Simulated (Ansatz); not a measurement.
Relaxed-ion elastic tensor of Mg2Si (fluorite or antifluorite type, Fm-3m) in GPa (Voigt order), the program Ansatz at the LDA level (PAW); density 2.08 g/cm³, 20.44 Å³ per atom.

|  | 1 | 2 | 3 | 4 | 5 | 6 |
|---|---|---|---|---|---|---|
| 1 | 124 | 26.6 | 26.6 | 0.0 | 0.0 | 0.0 |
| 2 | 26.6 | 124 | 26.6 | 0.0 | 0.0 | 0.0 |
| 3 | 26.6 | 26.6 | 124 | 0.0 | 0.0 | 0.0 |
| 4 | 0.0 | 0.0 | 0.0 | 49.0 | 0.0 | 0.0 |
| 5 | 0.0 | 0.0 | 0.0 | 0.0 | 49.0 | 0.0 |
| 6 | 0.0 | 0.0 | 0.0 | 0.0 | 0.0 | 49.0 |

Problem. Is the crystal mechanically stable?

Solution. Yes: the smallest eigenvalue of C is 49.0 GPa.

Problem. Work out the Voigt, Reuss and Hill averages.

Solution. K_V = 59.1, K_R = 59.1, K_H = 59.1; G_V = 48.9, G_R = 48.9, G_H = 48.9 GPa.

Problem. Give Young's modulus, Poisson's ratio, Pugh's ratio and the universal anisotropy index.

Solution. E = 9KG/(3K + G) = 115 GPa; ν = 0.18; K/G = 1.21 (brittle by the Pugh limit of 1.75); A_U = 5G_V/G_R + K_V/K_R − 6 = 0.00.

Problem. Estimate the sound speeds and the Debye temperature.

Solution. v_l = √((K + 4G/3)/ρ) = 7740 m/s, v_t = √(G/ρ) = 4850 m/s, mean 5350 m/s; Θ = (h/k)(3n/4πV)^(1/3) v_m = 582 K.

Problem. Give the Zener ratio and Young's modulus along [100], [110] and [111].

Solution. A = 2C44/(C11 − C12) = 1.01; 1/E = S11 − 2(S11 − S12 − S44/2)Γ with Γ = 0, 1/4, 1/3 gives 115, 115, 115 GPa.

Problem. Solve the Christoffel equation for the three sound speeds along [100], [110], [111].

Solution. Eigenvalues of C_ijkl n_j n_l equal ρv². In km/s, slowest first: [100] 4.86, 4.86, 7.73; [110] 4.85, 4.86, 7.74; [111] 4.85, 4.85, 7.74.

Symmetry was held in the LDA relaxation; phonons on a q-mesh show no instability.

Potentials: the later of the program's two PAW sets.
